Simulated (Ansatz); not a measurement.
## Calculated 17O NMR of the central transition for ZnH₃CNO₃

Cell: a computed structure from the Materials Project (it need not be an observed phase), atoms as given.

```cif
data_ZnH3CNO3
_symmetry_space_group_name_H-M 'Pna2_1'
_symmetry_Int_Tables_number 33
_cell_length_a 9.4447
_cell_length_b 8.3113
_cell_length_c 5.2391
_cell_angle_alpha 90.000
_cell_angle_beta 90.000
_cell_angle_gamma 90.000
loop_
_atom_site_label
_atom_site_type_symbol
_atom_site_symmetry_multiplicity
_atom_site_Wyckoff_symbol
_atom_site_fract_x
_atom_site_fract_y
_atom_site_fract_z
Zn Zn 4 a 0.6189 0.3169 0.2544
H5 H 4 a 0.8500 0.6034 0.1248
H9 H 4 a 0.0079 0.5818 0.9933
H13 H 4 a 0.9742 0.7349 0.1890
C C 4 a 0.8496 0.1252 0.9858
N N 4 a 0.9330 0.6663 0.0432
O25 O 4 a 0.4877 0.3928 0.9903
O29 O 4 a 0.7937 0.2555 0.0696
O33 O 4 a 0.7259 0.5116 0.3833
```

One atom of each set is listed.

Computed with Ansatz: DFT, PBE, plane waves and PAW, scalar-relativistic, 420 eV cutoff, Γ-centred 3×3×5 k-points, Fermi–Dirac smearing 0.02 eV.

17O has I = 5/2 and Q = -25.58 mb (Pyykkö 2018); at 11.7 T its Larmor frequency is ν₀ = 67.6 MHz. Only the quadrupole interaction is simulated: positions count from each site's isotropic chemical shift, and J coupling is left out, as are shift anisotropy and dipolar coupling, which fast spinning averages.

Problem. Give C_Q, η, the quadrupolar product P_Q = |C_Q|(1 + η²/3)^½, the second-order isotropic shift and the breadth of the pattern (fast magic-angle spinning) for each O site.

Solution. 

```json
{"site": "O25", "first shell": "1 C at 1.31 Å, 1 Zn at 1.96 Å; also 1 H at 2.08 Å, 1 Zn at 2.89 Å", "C_Q (MHz)": "-7.92", "η": "0.68", "P_Q (MHz)": "8.50", "δ_QIS (ppm)": "-95.1", "breadth (kHz)": "14.8"}
{"site": "O29", "first shell": "1 C at 1.28 Å, 1 Zn at 1.98 Å, angle 137°", "C_Q (MHz)": "-7.80", "η": "0.88", "P_Q (MHz)": "8.75", "δ_QIS (ppm)": "-101", "breadth (kHz)": "15.2"}
{"site": "O33", "first shell": "1 C at 1.30 Å, 1 Zn at 2.02 Å; also 1 H at 1.95 Å", "C_Q (MHz)": "-7.10", "η": "0.53", "P_Q (MHz)": "7.43", "δ_QIS (ppm)": "-72.6", "breadth (kHz)": "11.4"}
```

δ_QIS = −(ν_Q²/30ν₀²)[I(I+1) − 3/4](1 + η²/3) × 10⁶ ppm with ν_Q = 3|C_Q|/[2I(2I−1)]; it falls as 1/B₀² in ppm, and the breadth as 1/B₀ in kHz.

The broadest static pattern spans 51 kHz. The table holds for spinning faster than that; slower spinning leaves sidebands.

At O25 and O33 V_zz points along the shorter of its two bonds, to C (within 10°) in each case.

The largest force is 0.3 eV/Å, so the atoms aren't at the calculated equilibrium and relaxing them would move these values.

Hardware: 1 thread of Intel Xeon Platinum 8259CL CPU @ 2.50GHz (Skylake/Cascade Lake) (x86_64; 44 cores open to the job, memory cap 2.5 GiB, no GPU), a shared host with a load of 0.5 a core. Wall time 89 s, CPU time 88 s, peak memory 0.95 GiB.
